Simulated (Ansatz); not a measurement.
TePb (rock salt, space group No. 225), PBE in the plane-wave PAW code Ansatz. The conduction-band minimum lies at L, with 4 equivalent valleys. Second derivatives d²E/dk² of the lowest band at one valley (eV·Å²), along Cartesian directions:

```
direction  d²E/dk²
---------  -------
[100]        55.99
[010]        55.99
[001]        55.99
[110]        40.56
[101]        72.30
[011]        72.30
```

Find the principal effective masses, the density-of-states mass and the conductivity mass.

Off-diagonal terms follow from H_xy = H[110] − (H_xx + H_yy)/2, and m*/mₑ = 7.620 eV·Å² over each eigenvalue: 0.10, 0.11, 0.32. One valley's DOS mass (m₁m₂m₃)^(1/3) = 0.15, conductivity mass 3/(Σ 1/mᵢ) = 0.14 mₑ.

What effective density of states Nc follows at 300 K for parabolic valleys?

Nc = 2.509e19 × 4 × (0.15)^(3/2) ≈ 5.8e18 cm⁻³.

Space group Fm-3m (rock salt). The cell was relaxed with PBE under the symmetry of its start. Scalar-relativistic: spin–orbit coupling is off unless named, which matters more the heavier the elements.

Potentials: the later of the program's two PAW sets.

Edges and masses are those of Kohn–Sham bands, whose gap is no quasiparticle gap.
